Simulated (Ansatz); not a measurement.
Cu$_{3}$Sn:
```yaml
crystal:
  lattice:
    - [5.48590, 0.00000, 0.00000]
    - [-2.74295, 4.75093, 0.00000]
    - [0.00000, 0.00000, 4.24543]
  atoms:
    - { symbol: Cu, position: [0.15568, 0.84432, 0.75000] }
    - { symbol: Cu, position: [0.84432, 0.15568, 0.25000] }
    - { symbol: Cu, position: [0.31136, 0.15568, 0.25000] }
    - { symbol: Cu, position: [0.68864, 0.84432, 0.75000] }
    - { symbol: Cu, position: [0.15568, 0.31136, 0.75000] }
    - { symbol: Cu, position: [0.84432, 0.68864, 0.25000] }
    - { symbol: Sn, position: [0.33333, 0.66667, 0.25000] }
    - { symbol: Sn, position: [0.66667, 0.33333, 0.75000] }
```

Relaxed with PBEsol. Special points in fractions of this cell's reciprocal vectors: Γ (0.000, 0.000, 0.000); M (0.500, 0.000, 0.000); K (0.333, 0.333, 0.000); A (0.000, 0.000, 0.500); L (0.500, 0.000, 0.500); H (0.333, 0.333, 0.500).

Question: List the band energies nearest the Fermi level at these points for PBEsol in the plane-wave PAW code Ansatz.

Answer: In eV from the Fermi level; about four levels below and three above (degenerate sets whole), none deeper than 8.9 eV; points with the same levels are listed once.

```
k                                below                          above
-  -----------------------------------  -----------------------------
Γ              -1.71 -1.71 -0.95 -0.95            1.12 3.21 4.63 4.63
M              -2.54 -2.32 -2.18 -1.75                 0.24 0.44 0.91
K        -2.58 -2.58 -2.19 -0.31 -0.31                 0.16 0.96 0.96
A  -1.80 -1.80 -1.80 -1.80 -1.73 -1.73  0.54 0.54 1.86 1.86 1.86 1.86
L              -1.47 -1.47 -1.29 -1.29            4.19 4.19 4.42 4.42
H              -2.30 -2.30 -2.14 -2.14            0.81 0.81 2.46 2.46
```

Space group P6_3/mmc. The workflow started from a Materials Project entry (that database holds measured and hypothetical structures alike); the Crystallography Open Database copy checked does not list it. COD files the formula under space group No. 59, 63, so this cell is another polymorph or a model. Whether it is the stable phase at ambient conditions was not checked. The PBEsol relaxation kept the symmetry of its start; of distortions, only those at the zone centre were tested. No spin polarisation was allowed. Scalar-relativistic: spin–orbit coupling is off unless named, which matters more the heavier the elements.

Potentials: the later of the program's two PAW sets.
